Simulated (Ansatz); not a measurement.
## Screening candidate structures of Mg2Ti3O3

These are results of DFT PBE, scalar-relativistic, plane waves, PAW in Ansatz, not measurements. Each cell gets a short relaxation within its symmetry: 420 eV, a coarse mesh through Γ, smearing of 0.2 eV, at most 16 steps to 0.08 eV/Å and 0.8 GPa. Magnetic atoms start with parallel moments. Energies are free energies per atom, good to about 0.1 eV/atom between metallic cells, end volumes are rough, and groups of ends are read at 0.1 Å.

The candidates are structure types from databases with the species swapped and random cells on Wyckoff sites, with guessed sizes. Not shown: 3 further candidates, unfinished, in doubt or set aside.

```
 #               made from                               sites  V start (Å³/atom)
 1    random sites (P-6m2)      Mg 2i; Ti 1e, 1b, 1a; O 1d, 2g               15.4
 2   random sites (P4/mmm)      Mg 1a, 1c; Ti 2e, 1b; O 1d, 2f               15.6
 3   random sites (P4/mmm)          Mg 2g; Ti 2h, 1b; O 2e, 1c               15.7
 4  Mn3Fe3Ge2 cell (P-6m2)              Mg 1b, 1e; Ti 3j; O 3k               11.2
 5   random sites (P6/mmm)              Mg 1b, 1a; Ti 3g; O 3f               15.3
 6   random sites (P6/mmm)                  Mg 2e; Ti 3g; O 3f               12.5
 7   random sites (P6/mmm)              Mg 2e; Ti 3g; O 2c, 1a               14.2
 8    random sites (P-6m2)  Mg 1b, 1e; Ti 1a, 1f, 1d; O 1c, 2g               13.9
 9     random sites (Cmmm)          Mg 4h; Ti 4i, 2a; O 2c, 4f               15.8
10   random sites (I4/mmm)          Mg 4e; Ti 4d, 2a; O 2b, 4c               13.7
11   random sites (P4/mmm)      Mg 1d, 1a; Ti 2g, 1c; O 2h, 1b               15.4
12    random sites (Pm-3m)              Mg 1b, 1a; Ti 3d; O 3c               14.5
13    random sites (P-62m)              Mg 2d; Ti 1a, 2c; O 3g               13.2
14     random sites (Fmmm)          Mg 8d; Ti 8h, 4b; O 8c, 4a               13.3
15   random sites (P6/mmm)              Mg 2d; Ti 2c, 1a; O 3g               14.6
16     random sites (Cmmm)          Mg 4e; Ti 2d, 4l; O 4j, 2a               13.1
17    random sites (Pm-3m)              Mg 1b, 1a; Ti 3c; O 3d               13.5
```

Task: What does the screen give?

Result: The lowest end has space group P-6m2 (No. 187) and 12.8 Å³/atom; only candidate 4 reaches it. The lowest start before relaxing, candidate 17, ends 0.29 eV/atom higher, so unrelaxed energies would have misled.

| # | E start (eV/atom) | E end (eV/atom) | end group | V end (Å³/atom) | finished | same end as |
| --- | --- | --- | --- | --- | --- | --- |
| 4 | 1.25 | 0.00 | P-6m2 | 12.8 | yes | - |
| 11 | 3.84 | 0.17 | P4/mmm | 12.4 | yes | - |
| 16 | 1.00 | 0.22 | Cmmm | 16.8 | stopped early | - |
| 12 | 0.38 | 0.28 | Pm-3m | 12.3 | yes | - |
| 17 | 0.32 | 0.29 | Pm-3m | 12.4 | yes | 12 |
| 3 | 1.14 | 0.31 | P4/mmm | 14.7 | yes | - |
| 2 | 0.52 | 0.35 | P4/mmm | 13.0 | yes | - |
| 14 | 1.21 | 0.35 | Fmmm | 20.8 | stopped early | - |
| 1 | 3.06 | 0.42 | P-6m2 | 14.3 | stopped early | - |
| 9 | 2.40 | 0.69 | Cmmm | 12.4 | stopped early | - |
| 10 | 1.53 | 0.76 | I4/mmm | 15.5 | yes | - |
| 5 | 2.55 | 0.86 | P6/mmm | 15.1 | stopped early | - |
| 6 | 2.27 | 0.91 | P6/mmm | 13.4 | stopped early | - |
| 13 | 1.45 | 1.12 | P-62m | 16.1 | yes | - |
| 8 | 1.76 | 1.18 | P-6m2 | 18.8 | yes | - |
| 15 | 2.26 | 1.48 | P6/mmm | 22.9 | yes | - |
| 7 | 2.87 | 2.13 | P6/mmm | 16.9 | stopped early | - |

Energies count from the lowest end; groups are read at 0.1 Å. Cells stopped early, at the step cap or the time limit, are upper bounds. Ends are matched loosely, so a merged end can be a slightly distorted copy, and ends listed apart can be strained forms of one structure.

The starting moments died out in most of the four lowest ends; another start or a finer mesh might hold them. The runs shown took about 34 CPU minutes on Intel(R) Xeon(R) 6975P-C (Granite Rapids), a shared host. Some candidate types were left out of the draw beforehand, so a known form may be missing.
